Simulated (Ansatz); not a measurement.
input.yaml (Ansatz)

```yaml
crystal:
  lattice:
    - [-1.6763380929, 1.3793567651, 1.228509886]
    - [1.3793567651, -1.6763380929, 1.228509886]
    - [3.1077088164, 3.1077088164, -1.7724317319]
  atoms:
    - { symbol: Co, position: [0.958504072, 0.041495928, 1.0], spin: 1.685 }
    - { symbol: Co, position: [0.791495928, 0.208504072, 0.5], spin: 1.685 }
hamiltonian:
  xc: pbe
  pseudopotentials:
    kind: paw
    azcp:
      Co: "pseudopotentials/Co.paw.azcp"
basis:
  ecutwfc: 420
  fft_grid_basis: typed
kpoints:
  mp_grid: { grid: [18, 18, 9], shift: [0, 0, 0] }
magnetization:
  spin_polarized: true
scf:
  occupations: { method: fermi_dirac, width: 0.05 }
  lower_state_search: "off"
output:
  stress: true
  write_density: true
  write_potential: true
  elf: true
  volumetric_format: npy
```

Terminal output

```
Engine: ansatz 0.2.0, x86_64-unknown-linux-gnu
Pseudopotentials: kind: paw
Pseudopotential: Co, paw, valence charge 17, recommended cutoff 420 eV (normal) 
Functional definition: PBE
  parameter kappa = 0.804
  parameter beta = 0.06672455060314922
  exchange = pbe_x(kappa = kappa, mu = beta*pi^2/3)
  correlation = pbe_c(beta = beta)
Crystal: 2 atoms, lattice volume = 21.724 Å³
Basis set: ecut = 420 eV, 403 PW (Γ)
Bands: 23, of which v1, the nominal top of the filled ones, is band 17 counted from 1 (16 counted from 0)
Symmetry: 4 space group operations
Space group: C2/c (ITA 15), of the structure as read, at distance tolerance 2.8e-5 Å
Magnetic group: BNS 15.85 (UNI 92), of the structure as read, at distance tolerance 2.8e-5 Å
k-points: 775 of 2916
Non-local potential: Co, projectors of the file, l = 0: 3, l = 1: 2, l = 2: 3, l = 3: 1
PAW form: soft (Blöchl's): semilocal exchange-correlation on the pseudo side does not see the compensation charge
PAW one-centre angular grid: Co, 590 points (default); XC on 64 Gauss nodes
Initial density: superposition of atomic densities (chi_scale 0.1, normalization cell)
Starting moments: Σ|m| = 3.37 μB on 2 of 2 sites
Initial wavefunctions: pseudopotential atomic-orbital guess
Functional: x = pbe(κ = 0.804, μ = 0.2195149727645171), c = pbe(β = 0.06672455060314922)
iter 1 solved again at ethr=7.22e-4 eV; its pass at ethr=3.10e-3 eV (dr2=2.45e-1 eV) is discarded
SCF iter   1: F=—  HF=-10252.195918 eV  |F-HF|=—  |Δ(HF+E_count)|=         —  Δρ=5.66e-2 (↑1.59e-2 ↓5.66e-2)  dr2=2.45e-1  dr2_m=2.36e-1  M=3.155 μB ∫|m|=3.227 μB  β_m=1.00  ethr=7.22e-4  ⟨swp⟩=1.0  Hψ=182115  notcnv=0
SCF iter   2: F=—  HF=-10252.192315 eV  |F-HF|=—  |Δ(HF+E_count)|=   3.60e-3  Δρ=1.91e-2 (↑4.10e-3 ↓1.91e-2)  dr2=4.06e-2  dr2_m=2.20e-2  M=3.141 μB ∫|m|=3.366 μB  β_m=1.00  ethr=7.22e-4  ⟨swp⟩=2.0  Hψ=55321  notcnv=0
SCF iter   3: F=—  HF=-10252.212193 eV  |F-HF|=—  |Δ(HF+E_count)|=   1.99e-2  Δρ=5.59e-3 (↑3.59e-3 ↓5.59e-3)  dr2=3.74e-3  dr2_m=3.12e-3  M=3.149 μB ∫|m|=3.423 μB  β_m=1.00  ethr=1.19e-4  ⟨swp⟩=2.4  Hψ=56920  notcnv=0  defer=23
SCF iter   4: F=—  HF=-10252.250542 eV  |F-HF|=—  |Δ(HF+E_count)|=   3.83e-2  Δρ=3.35e-3 (↑3.35e-3 ↓6.49e-4)  dr2=1.02e-3  dr2_m=6.22e-4  M=3.157 μB ∫|m|=3.451 μB  β_m=1.00  ethr=1.10e-5  ⟨swp⟩=2.0  Hψ=70791  notcnv=0  defer=23
SCF iter   5: F=—  HF=-10252.278178 eV  |F-HF|=—  |Δ(HF+E_count)|=   2.76e-2  Δρ=2.59e-3 (↑2.59e-3 ↓4.22e-4)  dr2=6.42e-4  dr2_m=3.90e-4  M=3.166 μB ∫|m|=3.471 μB  β_m=1.00  ethr=3.00e-6  ⟨swp⟩=2.2  Hψ=55666  notcnv=0  defer=23
SCF iter   6: F=—  HF=-10252.293305 eV  |F-HF|=—  |Δ(HF+E_count)|=   1.51e-2  Δρ=1.78e-3 (↑1.78e-3 ↓3.72e-4)  dr2=2.67e-4  dr2_m=2.18e-4  M=3.172 μB ∫|m|=3.486 μB  β_m=0.30  ethr=1.89e-6  ⟨swp⟩=2.1  Hψ=53331  notcnv=0  defer=23
Mixer restart at iter 6: flushing history
spin-set hold released at iteration 6 (site moments contracting): the magnetisation degrees of freedom join the quasi-Newton model from the next iteration; the mixer history was flushed
SCF iter   7: F=—  HF=-10252.302556 eV  |F-HF|=—  |Δ(HF+E_count)|=   9.25e-3  Δρ=1.65e-3 (↑1.65e-3 ↓1.09e-3)  dr2=4.08e-5  dr2_m=3.70e-4  M=3.177 μB ∫|m|=3.495 μB  β_m=0.65  ethr=7.84e-7  ⟨swp⟩=2.0  Hψ=51717  notcnv=0  defer=23
SCF iter   8: F=—  HF=-10252.312577 eV  |F-HF|=—  |Δ(HF+E_count)|=   1.00e-2  Δρ=2.74e-3 (↑2.74e-3 ↓6.16e-4)  dr2=1.24e-3  dr2_m=2.39e-4  M=3.190 μB ∫|m|=3.525 μB  β_m=0.61  ethr=1.20e-7  ⟨swp⟩=3.0  Hψ=72218  notcnv=0  defer=23
SCF iter   9: F=—  HF=-10252.312416 eV  |F-HF|=—  |Δ(HF+E_count)|=   1.61e-4  Δρ=1.89e-3 (↑2.76e-4 ↓1.89e-3)  dr2=5.12e-4  dr2_m=1.44e-4  M=3.193 μB ∫|m|=3.529 μB  β_m=0.61  ethr=1.20e-7  ⟨swp⟩=3.1  Hψ=75117  notcnv=0  defer=23
SCF iter  10: F=—  HF=-10252.312368 eV  |F-HF|=—  |Δ(HF+E_count)|=   4.86e-5  Δρ=8.25e-4 (↑9.85e-5 ↓8.25e-4)  dr2=9.21e-5  dr2_m=2.94e-5  M=3.193 μB ∫|m|=3.531 μB  β_m=0.80  ethr=1.20e-7  ⟨swp⟩=2.5  Hψ=63801  notcnv=0  defer=23
SCF iter  11: F=—  HF=-10252.312358 eV  |F-HF|=—  |Δ(HF+E_count)|=   9.39e-6  Δρ=1.76e-4 (↑2.44e-5 ↓1.76e-4)  dr2=4.30e-6  dr2_m=1.28e-6  M=3.193 μB ∫|m|=3.532 μB  β_m=0.71  ethr=1.20e-7  ⟨swp⟩=2.1  Hψ=47495  notcnv=0  defer=23
iter 12 met the thresholds in force, and the SCF goes on: an eigenvalue changes by 0.82 meV, over its tolerance of 0.50 meV (output.eigenvalues, Limitations)
SCF iter  12: F=-10252.312358 eV  HF=-10252.312358 eV  |F-HF|=3.15e-8  |Δ(HF+E_count)|=   4.04e-7  Δρ=1.79e-5 (↑2.25e-6 ↓1.79e-5)  dr2=3.99e-8  dr2_m=1.81e-8  M=3.193 μB ∫|m|=3.533 μB  β_m=0.76  ethr=2.94e-10  ⟨swp⟩=6.6  Hψ=219234  notcnv=0
SCF iter  13: F=-10252.312358 eV  HF=-10252.312358 eV  |F-HF|=1.15e-10  |Δ(HF+E_count)|=   1.99e-9  Δρ=1.27e-6 (↑5.87e-7 ↓1.27e-6)  dr2=2.45e-10  dr2_m=1.11e-10  M=3.193 μB ∫|m|=3.533 μB  ethr=1.17e-10  ⟨swp⟩=5.1  Hψ=183763  notcnv=0
SCF 1 converged in 13 iterations: F = -10252.312358 eV  dr2 = 2.45e-10
SCF converged after 13 iterations
an eigenvalue changed by more than its tolerance at an iteration that met the thresholds in force, so the SCF went on 1 time: the last check found none over its tolerance
Magnetization: 3.1929 μB (18.5965 up, 15.4035 down)
Absolute magnetization: 3.5339 μB (∫|ρ↑−ρ↓|, with the PAW one-centre terms)
Spin contamination: 0.0576 ħ² per cell (⟨S²⟩ above its minimum at these occupations)
Per-site moments (μB) at R_I (Å): [(1.6746375223942522, 1.0217326660130108), (1.6746375223942518, 1.0217326660130108)]
Free energy (F): -10252.312358 eV
Harris-Foulkes:  -10252.312358 eV  (|F-HF|=1.15e-10)
Internal energy: -10252.298900 eV  (E = F + TS)
E sigma→0 (E₀):  -10252.305629 eV
Entropy (-TS):   -0.013458 eV (-6.729 meV/atom)
Fermi energy:    18.674417 eV
--- Per-component energies (eV) ---
  E_band       = -488.581796
  E_kinetic    = 907.242535
  E_local      = -5668.216144  (includes V_loc(G=0)·N_el)
  E_nonlocal   = 908.213413
  E_hartree    = 2375.756939
  E_xc         = -318.003980
  E_vxc        = -410.364273  (∫ρ·V_xc dr)
  E_paw        = -3030.266828  (= ΣΔE_a)
  E_vpaw       = -976.972880  (= ΣTr[D̂ρ^β])
  E_aug_tail   = 0.000163  (compensation charges beyond the density's cutoff)
  E_ewald      = -5427.024998
  E_smearing   = -0.013458  (= −TS)
  E_closure    = 0.000000  (closes the sum)
  Σ components = -10252.312358   (vs F -10252.312358, Δ=0.00e0)
--- Stress (GPa, compression-positive) ---
       -0.301431       0.174566      -0.067688
        0.174566      -0.301431      -0.067688
       -0.067688      -0.067688      -0.346396
  P = ⅓ Tr σ = -0.3164 GPa (-3.164 kbar)
--- Band table (eV; the first three rows and the last of 1550) ---
  k-point 0 ↑: bands = ["-77.3890", "-77.3322", "-40.7860", "-40.5064", "-40.5062", "-40.4592", "-40.4585", "-40.4569", "9.6572", "13.4970", "16.0556", "16.0705", "16.0801", "16.3875", "16.3933", "16.7354", "16.7409", "17.8470", "17.8506", "18.4957", "24.9626", "40.4346", "42.8091"]
  k-point 1 ↑: bands = ["-77.3873", "-77.3339", "-40.7763", "-40.5050", "-40.5048", "-40.4676", "-40.4599", "-40.4599", "9.7820", "13.4702", "16.0228", "16.0359", "16.0452", "16.3530", "16.3587", "16.8148", "16.8204", "17.8409", "17.8441", "18.0032", "25.7009", "40.3915", "42.7745"]
  k-point 2 ↑: bands = ["-77.3824", "-77.3388", "-40.7481", "-40.5008", "-40.5006", "-40.4965", "-40.4642", "-40.4641", "10.1498", "13.3430", "15.9341", "15.9778", "15.9863", "16.2632", "16.2689", "17.0013", "17.0067", "17.0201", "17.8129", "17.8148", "27.4621", "39.8875", "40.9772"]
  k-point 774 ↓: bands = ["-75.2751", "-75.2717", "-38.7839", "-38.7723", "-38.5447", "-38.5443", "-38.5299", "-38.5266", "14.5784", "14.7460", "16.1999", "16.3296", "18.4245", "18.5544", "18.8335", "19.2224", "19.9630", "19.9860", "20.4270", "21.2338", "26.8016", "26.8272", "36.3973"]
```

Command:

```sh
ansatz run input.yaml --threads 2 --pin off --max-ram 6144MiB --backend cpu --events-out ev --progress --plain --runs-dir out
```

On 2 threads of Intel(R) Xeon(R) Platinum 8259CL CPU @ 2.50GHz (Skylake/Cascade Lake) (shared host) this took about 70 s of wall time and 130 s of CPU time.
